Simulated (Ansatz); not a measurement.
## Two Ansatz runs on Si2Mo

The geometry is COD entry 1010282, unchecked; take it as a test cell. It is an old determination, and later ones may differ. The listed cell was then made from it by scaling, straining or moving an atom.

First run: DFT, LDA, PAW with Ansatz's default frozen-core files, scalar-relativistic (Ansatz 0.2.0).

Command: `ansatz run input.yaml --threads 1 --pin off --max-ram 3072MiB --backend cpu --events-out ev --progress --plain --runs-dir out` The run took about 28 s on 1 thread of a shared machine.

```yaml
crystal:
  lattice:
    - [-1.5838372788, 1.5838372788, 3.8907952652]
    - [1.5838372788, -1.5838372788, 3.8907952652]
    - [1.5838372788, 1.5838372788, -3.8907952652]
  atoms:
    - { symbol: Si, position: [0.333, 0.333, 0.0] }
    - { symbol: Si, position: [0.667, 0.667, 0.0] }
    - { symbol: Mo, position: [0.0, 0.0, 0.0] }
kpoints:
  mp_grid: { grid: [14, 14, 14] }
scf:
  occupations: { method: fermi_dirac, width: 0.05 }
hamiltonian:
  xc: lda
  pseudopotentials: { kind: paw }
output:
  forces: true
  stress: true
  efg: { contact_densities: true }
relax:
  f_tol: 0.005
  max_steps: 80
  cell: {}
```

Result: converged; relaxed volume 13.061 Å³/atom; 31 SCF iterations in all.

The input is then changed:

```diff
@@ -9,7 +9,9 @@
     - { symbol: Mo, position: [0.0, 0.0, 0.0] }
 kpoints:
-  mp_grid: { grid: [14, 14, 14] }
+  mp_grid: { grid: [5, 5, 5] }
 scf:
   occupations: { method: fermi_dirac, width: 0.05 }
+  mixing: { preconditioner: ldos }
+  algorithm: direct_min
 hamiltonian:
   xc: lda
@@ -19,4 +21,8 @@
   stress: true
   efg: { contact_densities: true }
+  write_density: true
+  write_potential: true
+  elf: true
+  volumetric_format: npy
 relax:
   f_tol: 0.005
```

**Question.** What does the second run give?

**Answer.** It converged; energy at zero smearing +3.6 meV/atom from the first run; relaxed volume 13.054 Å³/atom; 27 SCF iterations in all. Some of these settings are too coarse for converged properties.

The results part of its log:

```
basis re-selected at this cell: Δ(F+E_penalty+E_count) = -3.305e-5 eV, ΔP = +0.001 GPa vs the last step (what re-selecting the basis moved, of the pressure what is left beyond the Pulay correction that the steps carried, after the strain that the cell walked since its last selection, with what the two solves' SCF thresholds leave and, on support functions, any second-order correction that the steps lacked; it is no measure of the basis error at this ecutwfc). This SCF's stress stands 9.47e-3 GPa from its target on what of the cell is left free (relax.cell.stress_tol is 5.00e-2 GPa) and its largest allowed force component is 3.12e-4 eV/Å (relax.f_tol is 5.00e-3 eV/Å): within both
SCF converged after 5 iterations
Stability not checked: this state was not tested for a lower state beside it, because a direct minimisation reached the state, and no test of it is asked (direct_minimisation; see scf.lower_state_search)
Free energy (F): -6061.914878 eV
Harris-Foulkes:  -6061.914878 eV  (|F-HF|=1.82e-12)
Internal energy: -6061.911697 eV  (E = F + TS)
E sigma→0 (E₀):  -6061.913288 eV
Entropy (-TS):   -0.003181 eV (-1.060 meV/atom)
Fermi energy:    16.463921 eV
--- Per-component energies (eV) ---
  E_band       = -40.927912
  E_kinetic    = 534.586744
  E_local      = -1139.656250  (includes V_loc(G=0)·N_el)
  E_nonlocal   = 200.367993
  E_hartree    = 423.976762
  E_xc         = -297.880827
  E_vxc        = -330.614763  (∫ρ·V_xc dr)
  E_paw        = -4061.932137  (= ΣΔE_a)
  E_vpaw       = -153.565146  (= ΣTr[D̂ρ^β])
  E_aug_tail   = 0.000018  (compensation charges beyond the density's cutoff)
  E_ewald      = -1722.015478
  E_core_change = 0.641478  (= ΣΔE_core)
  E_smearing   = -0.003181  (= −TS)
  E_closure    = -0.000000  (closes the sum)
  Σ components = -6061.914878   (vs F -6061.914878, Δ=0.00e0)
--- Forces (eV/Å), atoms counted from 1 ---
  atom   1  Si     0.00000000    -0.00000000    -0.00031158
  atom   2  Si     0.00000000    -0.00000000     0.00031158
  atom   3  Mo     0.00000000     0.00000000     0.00000000
  max |Σ_I F_I| component: 2.78e-17 eV/Å
--- Stress (GPa, compression-positive) ---
        0.005378       0.000000       0.000000
        0.000000       0.005378       0.000000
        0.000000       0.000000       0.009471
  P = ⅓ Tr σ = 0.0067 GPa (0.067 kbar)
--- PAW observables at the nuclei: V_zz in 10²¹ V/m², potentials from the cell's mean, atoms counted from 1 ---
  atom   1  Si V_zz =    -1.152975   η = 0.0000   by run symmetry: allowed
            electrostatic potential = -1369.098398 V   contact ρ = 12691.778488 e/Å³
  atom   2  Si V_zz =    -1.152975   η = 0.0000   by run symmetry: allowed
            electrostatic potential = -1369.098398 V   contact ρ = 12691.778488 e/Å³
  atom   3  Mo V_zz =    -6.743808   η = 0.0000   by run symmetry: allowed
            electrostatic potential = -6358.807981 V   contact ρ = 592706.193763 e/Å³
--- Band table (eV; the first three rows and the last of 18) ---
  k-point 0: bands = ["-44.3078", "-18.5322", "-18.4429", "-18.4429", "2.6473", "9.7024", "12.8178", "13.0307", "13.5620", "13.5620", "16.6294", "19.4108", "19.5211", "19.8459", "19.8459"]
  k-point 1: bands = ["-44.2932", "-18.5374", "-18.5269", "-18.5125", "3.8616", "10.5526", "11.1952", "11.5116", "13.4602", "13.8236", "14.8839", "18.7660", "19.7345", "20.0711", "20.1250"]
  k-point 2: bands = ["-44.2700", "-18.6679", "-18.6609", "-18.4829", "6.4857", "9.6619", "9.9677", "10.9215", "12.9591", "13.4365", "14.6988", "18.6639", "19.0398", "19.6266", "19.7185"]
  k-point 17: bands = ["-44.2999", "-18.5452", "-18.5448", "-18.4348", "5.0041", "6.6639", "11.2800", "13.5830", "14.6738", "14.8465", "15.7949", "16.2445", "17.8888", "20.8307", "21.9172"]
--- Relaxed structure (5 steps of the walk, 5 accepted, 1 SCFs on fresh bases) ---
  F+E_penalty+E_count = -6061.91487825 eV   max|allowed force component| = 3.116e-4 eV/Å   (the final SCF, on the basis selected at the relaxed cell)
  cell:  # Å, volume = 39.1616 Å³
    - [-1.5855065765455092, 1.5855065765455092, 3.894615821194917]
    - [1.5855065765455092, -1.5855065765455092, 3.894615821194917]
    - [1.5855065765455092, 1.5855065765455092, -3.894615821194917]
  atoms:
    - { symbol: Si, position: [0.3348811086944917, 0.3348811086944917, -4.532205767134473e-36] }
    - { symbol: Si, position: [0.6651188913055083, 0.6651188913055083, -5.5204611110867925e-36] }
    - { symbol: Mo, position: [-7.372832679457646e-20, -7.372832679457646e-20, -3.008308049765674e-36] }
```
